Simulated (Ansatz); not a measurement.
Theory: DFT PBE, scalar-relativistic, plane waves, PAW (Ansatz). All cells share a 420 eV cutoff and Γ-centred k meshes spaced at most about 0.3 Å⁻¹ (about 0.25 or finer for metals, 2π included). No spin polarisation in the final relaxations.

All energies are static (0 K, no zero-point motion). All come from trial cells, and lower structures may exist.

Question: These unrelaxed guesses for AlIn₂As₂P are each relaxed within their symmetry. Order them by the energy at which they end, lowest first.
A.

```
Al In P As
1.0
     4.22818    0.00000    0.00000
     0.00000    4.22818    0.00000
     0.00000    0.00000    7.44881
Al In P As
1 2 1 2
Direct
  0.00000 0.00000 0.85136
  0.50000 0.50000 0.21651
  0.00000 0.00000 0.18430
  0.00000 0.00000 0.46430
  0.50000 0.00000 0.35961
  0.00000 0.50000 0.35961
```

B.

```
Al In P As
1.0
     4.10704    0.00000    0.00000
    -2.05352    3.55680    0.00000
     0.00000    0.00000    9.91233
Al In P As
1 2 1 2
Direct
  0.00000 0.00000 0.50000
  0.33333 0.66667 0.50000
  0.66667 0.33333 0.50000
  0.00000 0.00000 0.00000
  0.00000 0.00000 0.23207
  0.00000 0.00000 0.76793
```

C.

```
Al In P As
1.0
     4.51916    0.00000    0.00000
     0.00000    4.51916    0.00000
     0.00000    0.00000    5.80116
Al In P As
1 2 1 2
Direct
  0.00000 0.00000 0.50000
  0.50000 0.50000 0.27880
  0.50000 0.50000 0.72120
  0.00000 0.00000 0.00000
  0.00000 0.50000 0.00000
  0.50000 0.00000 0.00000
```

D.

```
Al In P As
1.0
     4.44052    0.00000    0.00000
     0.00000    4.44052    0.00000
     0.00000    0.00000    5.86231
Al In P As
1 2 1 2
Cartesian
  0.0000 0.0000 0.0000
  0.0000 2.2203 2.9312
  2.2203 0.0000 2.9312
  0.0000 0.0000 2.9312
  2.2203 2.2203 4.5222
  2.2203 2.2203 1.3401
```

Answer: D (ends in P4/mmm, 0 meV/atom), C (ends in P4/mmm, 58 meV/atom), A (ends in P4mm, 212 meV/atom), B (ends in P6/mmm, 0.34 eV/atom). Even the lowest end lies +0.25 eV/atom against the elements.

Cells relaxed within their symmetry can be saddle points. Some candidate types were left out of the draw beforehand, so a known form may be missing.
